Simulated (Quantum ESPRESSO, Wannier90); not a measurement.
# Tight-binding from DFT: Au (bcc (W type), model phase)

```
begin unit_cell_cart
ang
   -1.6572700000    1.6572700000    1.6572700000
    1.6572700000   -1.6572700000    1.6572700000
    1.6572700000    1.6572700000   -1.6572700000
end unit_cell_cart
begin atoms_frac
Au   0.0000000000  0.0000000000  0.0000000000
end atoms_frac
```

Cell from Materials Project (mp-2647062), symmetrised, no further relaxation. This isn't the element's usual structure (fcc); take it as a model of another phase. Method: PBEsol plane waves in Quantum ESPRESSO 7.5 (PseudoDojo norm-conserving files, 61 Ry, spinors with spin-orbit coupling), Bloch states on a 10×10×10 mesh through Γ, Wannier90 4.0.1. Density: 18×18×18 mesh, cold smearing 0.01 Ry.

A tight-binding model is made by disentanglement and projection with no localisation steps (num_iter = 0), so the 18 orbitals stay atom-like: hydrogen-like Au: s;p;d, axes along x, y, z; frozen window up to 1.50 eV relative to the Fermi level. It follows pw.x to 1.8 meV rms for states up to 1.0 eV relative to the Fermi level. Matrix elements depend on this choice of orbitals and windows.

Question: What are the on-site energies relative to the Fermi level, and how fast do the hoppings decay?

Answer: 
```json
[
 {"atom": "Au1", "orbitals": "s↑ s↓", "energy (eV)": "2.08"},
 {"atom": "Au1", "orbitals": "pz↑ pz↓ px↑ px↓ py↑ py↓", "energy (eV)": "10.77"},
 {"atom": "Au1", "orbitals": "dz2↑ dz2↓ dx2-y2↑ dx2-y2↓", "energy (eV)": "-3.69"},
 {"atom": "Au1", "orbitals": "dxz↑ dxz↓ dyz↑ dyz↓ dxy↑ dxy↓", "energy (eV)": "-3.73"}
]
```

```json
[
 {"distance of the centres (Å)": "2–3", "largest modulus (eV)": "1.2"},
 {"distance of the centres (Å)": "3–4", "largest modulus (eV)": "1.9"},
 {"distance of the centres (Å)": "4–5", "largest modulus (eV)": "0.11"},
 {"distance of the centres (Å)": "5–6", "largest modulus (eV)": "0.15"},
 {"distance of the centres (Å)": "6–7", "largest modulus (eV)": "0.065"},
 {"distance of the centres (Å)": "7–8", "largest modulus (eV)": "0.026"},
 {"distance of the centres (Å)": "8–9", "largest modulus (eV)": "0.015"},
 {"distance of the centres (Å)": "9–10", "largest modulus (eV)": "0.0054"},
 {"distance of the centres (Å)": "10–11", "largest modulus (eV)": "0.0033"}
]
```

Effective spin-orbit constants λ of λ L·S, from the same-site elements px↑–py↑ (λ/2) and dx2-y2↑–dxy↑ (λ), where they are among the larger elements: Au1 p 1.4 eV, Au1 d 0.65 eV.
